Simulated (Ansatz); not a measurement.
Space group P6_3/mmc (No. 194). a = 4.110 Å, b = 4.110 Å, c = 5.638 Å, α = 90.00°, β = 90.00°, γ = 120.00°
```tsv
atom	site	symmetry	x	y	z
Sb	2c	-6m2	0.3333	0.6667	0.2500
Pd	2a	-3m.	0.0000	0.0000	0.0000
```

Equation of state of this SbPd structure (not necessarily the ground state), with shape and atoms relaxed at each volume where symmetry leaves them free. It has no gap at any of these volumes. Theory: DFT r2SCAN, scalar-relativistic, plane waves, PAW in Ansatz 0.2.0.

Settings: cutoff 500 eV, Γ-centred mesh 12×12×8 on the computed 4-atom cell, Gaussian smearing of 0.10 eV; no spin polarisation.

```csv
V (Å³/atom),E − E(largest V) (meV/atom),P (GPa)
18.142,77.15,20.45
18.760,11.54,13.83
19.379,-30.80,8.35
19.997,-53.92,3.80
20.616,-60.99,0.01
21.234,-54.68,-3.15
21.853,-37.25,-5.76
22.677,0.00,-8.57
```

Task: Fit a third-order Birch–Murnaghan equation to E(V).

Result: V0 = 20.61 Å³/atom, B0 = 115 GPa, B0' = 5.1.

Spin-orbit coupling is left out, which matters for the bands of heavy elements.

Cost: 8 runs of about 8.7 core-minutes in all, on Oxide Virtual Turin-like Processor (Zen 5) (shared hosts).